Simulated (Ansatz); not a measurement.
Space group Pm-3m (No. 221). a = 4.102 Å, b = 4.102 Å, c = 4.102 Å, α = 90.00°, β = 90.00°, γ = 90.00°
```csv
atom,site,symmetry,x,y,z
Mn,3c,4/mm.m,0.0000,0.5000,0.5000
Sn,1a,m-3m,0.0000,0.0000,0.0000
N,1b,m-3m,0.5000,0.5000,0.5000
```

Equation of state of this Mn3SnN structure (not necessarily the ground state), with shape and atoms relaxed at each volume where symmetry leaves them free. It has no gap at any of these volumes. Theory: DFT r2SCAN, scalar-relativistic, plane waves, PAW in Ansatz.

Cutoff 500 eV; k points 10×10×10 on the computed 5-atom cell (Γ-centred); Gaussian smearing, width 0.10 eV; collinear spin.

| V (Å³/atom) | E − E(largest V) (meV/atom) | P (GPa) |
| --- | --- | --- |
| 12.974 | 7.36 | 7.71 |
| 13.388 | -7.38 | 3.75 |
| 13.803 | -12.14 | 0.01 |
| 14.217 | -7.90 | -2.66 |
| 14.631 | 0.00 | -3.38 |

Question: Fit a third-order Birch–Murnaghan equation to E(V).

Answer: V0 = 13.79 Å³/atom, B0 = 97 GPa, B0' = 12.6. B0' is unusual or poorly fixed by this range.

The state reached may not be the lowest one. The program reads another magnetic order as possibly lower. Moments started parallel, and an antiferromagnetic order may lie lower.

Cost: 5 runs of about 9 core-minutes in all, on AMD EPYC 7R43 (Zen 3) (shared hosts).